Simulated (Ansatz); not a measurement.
A (110) slab of AlCo (Pm-3m (No. 221)), 6 planes, outer planes AlCo (top) and AlCo (bottom), with 12 atoms (Al6Co6) in a surface cell of A = 11.038 Å², as cut from the bulk:

```
CELL_PARAMETERS angstrom
2.79372 0.00000 0.00000
0.00000 3.95092 0.00000
0.00000 0.00000 24.87729
ATOMIC_POSITIONS crystal
Al 0.00000 0.50000 0.30148
Co 0.50000 0.00000 0.30148
Al 0.00000 0.00000 0.38089
Co 0.50000 0.50000 0.38089
Al 0.00000 0.50000 0.46030
Co 0.50000 0.00000 0.46030
Al 0.00000 0.00000 0.53970
Co 0.50000 0.50000 0.53970
Al 0.00000 0.50000 0.61911
Co 0.50000 0.00000 0.61911
Al 0.00000 0.00000 0.69852
Co 0.50000 0.50000 0.69852
```

These are results of DFT LDA, scalar-relativistic, plane waves, PAW (Ansatz 0.2.0), not measurements. Settings: cutoff 420 eV, Γ-centred mesh 12×9×1 on the computed 12-atom cell, Gaussian smearing of 0.10 eV; no spin polarisation. The cell repeats along c with a dipole correction in the vacuum.

Against the same 12 atoms in the bulk, the slab as cut lies 3.650 eV higher and the relaxed slab 3.475 eV higher.

Q: Work out the surface energy before and after relaxation.

A: The slab has two faces, so γ = (E_slab − N·E_bulk)/(2A), the mean of both. As cut: 3.650/(2 × 11.038) = 0.1653 eV/Å², and 1 eV/Å² = 16.02 J/m², so γ = 2.65 J/m². Relaxed: 3.475/(2 × 11.038) = 0.1574 eV/Å² = 2.52 J/m². Relaxation recovers 5 % of the cost of cutting.

Q: What is the ideal work of this cut, per area?

A: Griffith's ideal work is 2γ: 5.30 J/m² if the new faces stay rigid, 5.04 J/m² if they relax. One thickness was run, 6 planes, so γ can still shift with it.

The slab was run without spin polarisation; whether its Co atoms carry moments at the surface wasn't tested.